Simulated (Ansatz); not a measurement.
## Calculated with Ansatz: LiPbO3, relaxation

input.yaml:

```yaml
crystal:
  lattice:
    - [5.549371, 0.0, 0.0]
    - [-2.774686, 4.805898, 0.0]
    - [-2.774686, 1.601966, 4.946788]
  atoms:
    - { symbol: Pb, position: [0.0013, 0.9987, 0.0039] }
    - { symbol: Pb, position: [0.5013, 0.4987, 0.5039] }
    - { symbol: O, position: [0.1203, 0.2742, 0.2103] }
    - { symbol: O, position: [0.7258, 0.6358, 0.2103] }
    - { symbol: O, position: [0.3642, 0.8797, 0.2103] }
    - { symbol: O, position: [0.2258, 0.3797, 0.7103] }
    - { symbol: O, position: [0.8642, 0.7742, 0.7103] }
    - { symbol: O, position: [0.6203, 0.1358, 0.7103] }
    - { symbol: Li, position: [0.282, 0.718, 0.846] }
    - { symbol: Li, position: [0.782, 0.218, 0.346] }
  symmetry: { tolerance: 0.0003 }
kpoints:
  mp_grid: { grid: [5, 5, 5], shift: [0, 0, 0] }
magnetization:
  spin_polarized: false
scf:
  occupations: { method: fermi_dirac }
  lower_state_search: "off"
hamiltonian:
  pseudopotentials: { kind: paw }
  xc: pbesol
basis:
  ecutwfc: 420
  fft_grid_basis: typed
relax:
  max_steps: 80
  cell: { p_target: 0.0 }
  f_tol: 0.03
output:
  forces: true
  stress: true
  eigenvalues: true
  bader: true
  populations: true
  elf: true
  write_potential: true
  volumetric_format: npy
  dos:
    e_range: [-12, 8]
    de: 0.05
    projected: { site_lists: { Li: [Li], O: [O], Pb: [Pb] } }
  write_density: true
checkpoint:
  read: saved_state
```

Launch command:

```bash
ansatz run input.yaml --threads 2 --pin off --max-ram 2560MiB --backend cpu --events-out ev --progress --plain --runs-dir out
```

Origin of the cell: a known structure type with other elements, at an estimated volume, so it need not be a known compound.

The smearing width isn't typed, so it takes its default of 0.1 eV.

The saved state is a converged single point of the same cell.

Steps («new basis» is an SCF on plane waves selected anew at the same cell):

| step | ΔF (meV/atom) | max force component (eV/Å) | P (GPa) | volume (Å³) | SCF iterations | step was |
| --- | --- | --- | --- | --- | --- | --- |
| 1 | 0.0 | 1.504 | -0.18 | 131.93 | 5 | accepted |
| 2 | -67.7 | 0.484 | -0.75 | 126.26 | 7 | accepted |
| 3 | -89.6 | 0.328 | 1.40 | 116.51 | 7 | accepted |
| 4 | -92.8 | 0.059 | -0.44 | 119.47 | 6 | accepted |
| 5 | -92.9 | 0.023 | 0.09 | 119.47 | 6 | accepted |
| 6 | -93.0 | 0.009 | -0.03 | 119.44 | 5 | accepted |
| 7 | -90.2 | 0.009 | -0.49 | 119.44 | 7 | new basis |
| 8 | -90.7 | 0.019 | 0.27 | 118.40 | 5 | accepted |
| 9 | -90.6 | 0.004 | -0.01 | 118.70 | 5 | accepted |
| 10 | -90.3 | 0.004 | -0.06 | 118.70 | 5 | new basis |
| 11 | -90.3 | 0.002 | -0.01 | 118.62 | 5 | accepted |
| 12 | -90.3 | 0.002 | -0.01 | 118.62 | 4 | new basis |

Step 1, with forces in eV/Å:

```xyz
10
Lattice="5.549 0.000 0.000 -2.775 4.806 0.000 -2.775 1.602 4.947" Properties=species:S:1:pos:R:3:forces:R:3 pbc="T T T" step=1
Pb   -2.775    4.806    0.019    0.000    0.000   -1.504
Pb    0.000    3.204    2.493    0.000    0.000   -1.504
O    -0.677    1.655    1.040   -0.703    1.133    0.487
O     1.680    3.392    1.040   -0.629   -1.175    0.487
O    -1.003    4.565    1.040    1.332    0.043    0.487
O    -1.771    2.963    3.514   -1.332    0.043    0.487
O     0.677    4.859    3.514    0.703    1.133    0.487
O     1.095    1.791    3.514    0.629   -1.175    0.487
Li   -2.775    4.806    4.185    0.000    0.000    0.042
Li    2.775    1.602    1.712    0.000    0.000    0.042
```

Step 2, with forces in eV/Å:

```xyz
10
Lattice="5.496 0.000 0.000 -2.748 4.760 0.000 -2.748 1.587 4.826" Properties=species:S:1:pos:R:3:forces:R:3 pbc="T T T" step=2
Pb   -2.748    4.760    0.029    0.000    0.000   -0.151
Pb    0.000    3.173    2.442    0.000    0.000   -0.151
O    -0.773    1.718    0.995   -0.428    0.227    0.045
O     1.647    3.232    0.995    0.017   -0.484    0.045
O    -0.874    4.570    0.995    0.410    0.257    0.045
O    -1.874    2.984    3.408   -0.410    0.257    0.045
O     0.773    4.891    3.408    0.428    0.227    0.045
O     1.101    1.645    3.408   -0.017   -0.484    0.045
Li   -2.748    4.760    4.133    0.000    0.000    0.016
Li    2.748    1.587    1.720    0.000    0.000    0.016
```

Step 3, with forces in eV/Å:

```xyz
10
Lattice="5.385 0.000 0.000 -2.692 4.664 0.000 -2.692 1.555 4.640" Properties=species:S:1:pos:R:3:forces:R:3 pbc="T T T" step=3
Pb   -2.692    4.664    0.039    0.000    0.000    0.328
Pb    0.000    3.109    2.359    0.000    0.000    0.328
O    -0.934    1.720    0.929    0.169   -0.069   -0.090
O     1.670    2.995    0.929   -0.024    0.181   -0.090
O    -0.736    4.613    0.929   -0.144   -0.112   -0.090
O    -1.956    3.058    3.248    0.144   -0.112   -0.090
O     0.934    4.829    3.248   -0.169   -0.069   -0.090
O     1.022    1.440    3.248    0.024    0.181   -0.090
Li   -2.692    4.664    4.046    0.000    0.000   -0.056
Li    2.692    1.555    1.726    0.000    0.000   -0.056
```

Step 4, with forces in eV/Å:

```xyz
10
Lattice="5.404 0.000 0.000 -2.702 4.680 0.000 -2.702 1.560 4.724" Properties=species:S:1:pos:R:3:forces:R:3 pbc="T T T" step=4
Pb   -2.702    4.680    0.072    0.000    0.000   -0.021
Pb    0.000    3.120    2.434    0.000    0.000   -0.021
O    -0.894    1.743    0.941    0.029   -0.052   -0.001
O     1.639    3.034    0.941    0.031    0.051   -0.001
O    -0.746    4.582    0.941   -0.059    0.001   -0.001
O    -1.956    3.022    3.303    0.059    0.001   -0.001
O     0.894    4.863    3.303   -0.029   -0.052   -0.001
O     1.063    1.474    3.303   -0.031    0.051   -0.001
Li   -2.702    4.680    4.100    0.000    0.000    0.025
Li    2.702    1.560    1.738    0.000    0.000    0.025
```

Step 5, with forces in eV/Å:

```xyz
10
Lattice="5.389 0.000 0.000 -2.694 4.667 0.000 -2.694 1.556 4.750" Properties=species:S:1:pos:R:3:forces:R:3 pbc="T T T" step=5
Pb   -2.694    4.667    0.054    0.000    0.000    0.004
Pb    0.000    3.111    2.429    0.000    0.000    0.004
O    -0.890    1.724    0.954    0.004    0.015   -0.009
O     1.647    3.035    0.954   -0.015   -0.004   -0.009
O    -0.757    4.576    0.954    0.011   -0.011   -0.009
O    -1.938    3.020    3.329   -0.011   -0.011   -0.009
O     0.890    4.835    3.329   -0.004    0.015   -0.009
O     1.048    1.479    3.329    0.015   -0.004   -0.009
Li   -2.694    4.667    4.118    0.000    0.000    0.023
Li    2.694    1.556    1.743    0.000    0.000    0.023
```

Step 7, with forces in eV/Å:

```xyz
10
Lattice="5.399 0.000 0.000 -2.699 4.676 0.000 -2.699 1.559 4.732" Properties=species:S:1:pos:R:3:forces:R:3 pbc="T T T" step=7
Pb   -2.699    4.676    0.060    0.000    0.000    0.009
Pb    0.000    3.117    2.426    0.000    0.000    0.009
O    -0.890    1.731    0.946    0.000   -0.004   -0.005
O     1.645    3.039    0.946    0.003    0.002   -0.005
O    -0.755    4.581    0.946   -0.004    0.002   -0.005
O    -1.944    3.022    3.312    0.004    0.002   -0.005
O     0.890    4.848    3.312    0.000   -0.004   -0.005
O     1.054    1.481    3.312   -0.003    0.002   -0.005
Li   -2.699    4.676    4.108    0.000    0.000    0.004
Li    2.699    1.559    1.742    0.000    0.000    0.004
```

Step 8, with forces in eV/Å:

```xyz
10
Lattice="5.390 0.000 0.000 -2.695 4.668 0.000 -2.695 1.556 4.707" Properties=species:S:1:pos:R:3:forces:R:3 pbc="T T T" step=8
Pb   -2.695    4.668    0.068    0.000    0.000   -0.019
Pb    0.000    3.112    2.422    0.000    0.000   -0.019
O    -0.892    1.732    0.938   -0.011    0.005    0.001
O     1.641    3.029    0.938    0.002   -0.012    0.001
O    -0.748    4.574    0.938    0.010    0.007    0.001
O    -1.946    3.018    3.292   -0.010    0.007    0.001
O     0.892    4.844    3.292    0.011    0.005    0.001
O     1.054    1.473    3.292   -0.002   -0.012    0.001
Li   -2.695    4.668    4.086    0.000    0.000    0.016
Li    2.695    1.556    1.733    0.000    0.000    0.016
```

Step 12, with forces in eV/Å:

```xyz
10
Lattice="5.391 0.000 0.000 -2.696 4.669 0.000 -2.696 1.556 4.713" Properties=species:S:1:pos:R:3:forces:R:3 pbc="T T T" step=12
Pb   -2.696    4.669    0.065    0.000    0.000   -0.002
Pb    0.000    3.113    2.421    0.000    0.000   -0.002
O    -0.894    1.732    0.939    0.001    0.001    0.000
O     1.642    3.029    0.939   -0.001    0.000    0.000
O    -0.749    4.577    0.939    0.001   -0.001    0.000
O    -1.947    3.020    3.295   -0.001   -0.001    0.000
O     0.894    4.845    3.295   -0.001    0.001    0.000
O     1.053    1.473    3.295    0.001    0.000    0.000
Li   -2.696    4.669    4.096    0.000    0.000    0.001
Li    2.696    1.556    1.740    0.000    0.000    0.001
```

```
Free energy lowered by                                                                 : 90.3 meV/atom
Volume change                                                                          : -10.09 %
Final pressure                                                                         : -0.01 GPa
Relaxation steps listed                                                                : 12
Formation energy (elements under the same functional, gases as molecules, uncorrected) : -0.891 eV/atom
```

Caveats: no spin, though holes on the anions or broken bonds may carry moments; no spin-orbit coupling, though heavy elements are present; the relaxation held the start's symmetry, so the end may be a saddle point.

Time: 3.4 min on 2 threads of Arm Neoverse N1, on a shared host, peak memory 0.49 GiB, from a saved density.
